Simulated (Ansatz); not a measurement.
Exchange in Na2MnCl4 by functional

```yaml
crystal:
  lattice:
    - [6.93000, 0.00000, 0.00000]
    - [0.00000, 11.86000, 0.00000]
    - [0.00000, 0.00000, 3.86000]
  atoms:
    - { symbol: Na, position: [0.41860, 0.18180, 0.50000] }
    - { symbol: Na, position: [0.58140, 0.81820, 0.50000] }
    - { symbol: Na, position: [0.91860, 0.31820, 0.50000] }
    - { symbol: Na, position: [0.08140, 0.68180, 0.50000] }
    - { symbol: Mn, position: [0.00000, 0.00000, 0.00000] }
    - { symbol: Mn, position: [0.50000, 0.50000, 0.00000] }
    - { symbol: Cl, position: [0.12150, 0.19520, 0.00000] }
    - { symbol: Cl, position: [0.87850, 0.80480, 0.00000] }
    - { symbol: Cl, position: [0.62150, 0.30480, 0.00000] }
    - { symbol: Cl, position: [0.37850, 0.69520, 0.00000] }
    - { symbol: Cl, position: [0.23990, 0.95510, 0.50000] }
    - { symbol: Cl, position: [0.76010, 0.04490, 0.50000] }
    - { symbol: Cl, position: [0.73990, 0.54490, 0.50000] }
    - { symbol: Cl, position: [0.26010, 0.45510, 0.50000] }
```

The same starts (parallel, antiparallel patterns that fit this cell, and no moments) were run with plane-wave PAW DFT (Ansatz 0.2.0; atoms fixed, collinear spin, no spin-orbit coupling; 4×2×6 Γ-centred mesh, fermi-dirac occupations of width 0.050 eV) at these levels: r2SCAN, 500 eV; r2SCAN with U_eff = 2.7 eV on Mn d (all-electron-ortho-atomic projectors), 500 eV.

Q: Which order does each level favour, and how strongly?

A: The runs give, at zero smearing:

```json
{"level": "r2SCAN", "lowest state": "antiparallel, compensated", "mean moment on Mn (μB)": "4.42", "parallel less best compensated antiparallel (meV per Mn)": "+1", "gain over no moments (meV per Mn)": "3983"}
{"level": "r2SCAN + U", "lowest state": "antiparallel, compensated", "mean moment on Mn (μB)": "4.48", "parallel less best compensated antiparallel (meV per Mn)": "+0", "gain over no moments (meV per Mn)": "4996"}
```

Site moments are taken in small spheres that don't touch (radius about 0.4 of the atom's shortest bond), so those of the magnetic atoms read low. The two orders aren't resolved at any level: the difference runs from +0 to +1 meV per Mn.

The cell is that of a Crystallography Open Database entry, unchanged.

Caveats: only orders that fit this cell were tried, so the true order may need a larger cell or canted moments; atoms and cell are held at the entry's values; differences under about 5 meV per magnetic atom weren't tested against a denser mesh or another U, and are taken as unresolved; the U is a value in common use, not computed for this crystal; the state without moments isn't the paramagnet, so the last column is no ordering energy, and a U inflates it; the nearest magnetic pairs stand parallel in every state found, so their coupling isn't measured.
